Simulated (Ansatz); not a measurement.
SnGe (Pmma), relaxed with PBE (Ansatz, a program for electronic structure, plane waves, PAW): a = 4.3685 Å, b = 4.4048 Å, c = 6.2618 Å, α = 90.00°, β = 90.00°, γ = 90.00°.

```
Item                  Value
--------------------  -----
ΔH_f (eV/atom)         0.06
B₀ by P(V) fit (GPa)   44.3
```

The same phase is relaxed and computed with PBEsol in the same code. What are the cell and these values now?

a = 4.2997 Å, b = 4.3295 Å, c = 6.1574 Å, α = 90.00°, β = 90.00°, γ = 90.00°.

- ΔH_f (eV/atom) = 0.08
- B₀ by P(V) fit (GPa) = 51.0

Typed or built starts, not in the databases checked: SnGe, Pmma (Ge on 2e, Sn on 2f). All cells were relaxed under the symmetry of their starts (and spin orders); stability against distortions was not tested throughout. Spin–orbit coupling is left out wherever it is not named.

Potentials: the later of the program's two PAW sets.

Ansatz is a plane-wave DFT program.

Formation energies count from the lowest solids of the elements computed at the same level, not from gases.
